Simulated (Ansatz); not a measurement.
Consider the following.

SiMo:
Space group Fm-3m (No. 225); a = 5.0039 Å, b = 5.0039 Å, c = 5.0039 Å, α = 90.00°, β = 90.00°, γ = 90.00°

```tsv
atom	site	symmetry	x	y	z
Si	4a	m-3m	0.0000	0.0000	0.0000
Mo	4b	m-3m	0.5000	0.5000	0.5000
```
(The calculation used a cell of 2 atoms; values per cell refer to that cell.)

This is the PBE-relaxed structure.

Problem. All from PBE in the plane-wave PAW code Ansatz, unless another level is named. Predict the electronic character.

Solution. metallic (no gap).

Problem. Next, the formation energy from the elements (no fitted shifts)?

Solution. 0.23 eV/atom.

Problem. Give the density of states at the Fermi level.

Solution. 1.1 states/eV per atom (mean over ±0.08 eV).

A made-up cell: these elements were put on the sites of a structure type; neither database checked (COD, Materials Project) lists it. Whether it is the stable phase at ambient conditions was not checked. The PBE relaxation kept the symmetry of its start; whether a distortion lowers the energy is not shown. The run is not spin-polarised. The references are the lowest solids computed at this level, not always the standard phases. Spin–orbit coupling is left out wherever it is not named.

Potentials: the later of the program's two PAW sets.
